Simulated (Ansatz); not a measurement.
Does relaxation matter for the field gradients of SiO2?

Start: an entry of the Crystallography Open Database (COD), atoms as given.

```cif
data_SiO2
_symmetry_space_group_name_H-M 'P4_12_12'
_symmetry_Int_Tables_number 92
_cell_length_a 4.9727
_cell_length_b 4.9727
_cell_length_c 6.9257
_cell_angle_alpha 90.000
_cell_angle_beta 90.000
_cell_angle_gamma 90.000
loop_
_atom_site_label
_atom_site_type_symbol
_atom_site_symmetry_multiplicity
_atom_site_Wyckoff_symbol
_atom_site_fract_x
_atom_site_fract_y
_atom_site_fract_z
Si Si 4 a 0.3007 0.3007 0.0000
O O 8 b 0.2390 0.1041 0.1787
```

One atom of each set is listed.

Method: Kohn–Sham DFT in Ansatz, PBE, plane waves and PAW, scalar-relativistic, 420 eV cutoff, Γ-centred 5×5×4 k-points, Fermi–Dirac smearing 0.02 eV.

The largest force at the start is 0.48 eV/Å. Relaxing the ions at fixed cell moves them by 0.078 Å at most (atom 8, O) and 0.066 Å rms.

| site | moved (Å) | first shell before | first shell after | V_zz before (10²¹ V/m²) | η before |
| --- | --- | --- | --- | --- | --- |
| Si | 0.034 | 4 O at 1.60–1.61 Å | 4 O at 1.62–1.63 Å | 0.52 | 0.99 |
| O | 0.078 | 2 Si at 1.60–1.61 Å, angle 147° | 2 Si at 1.62–1.63 Å, angle 143° | 9.10 | 0.14 |

(1) What are V_zz and η after the relaxation?

Results:

(1) 

```
site  V_zz after  η after  change of V_zz
  Si       -0.40     0.90               –
   O        9.45     0.19           +0.35
```

The largest change of V_zz along a kept axis is on O, from 9.10 to 9.45. In per cent, |V_zz| changes by +4 on O (all sites that start above 0.5, bar those whose gradient vanishes or changes sign or whose main axis turns by over 40°). On Si the largest principal value lies along another axis in the second run, so the two V_zz can't be compared directly.
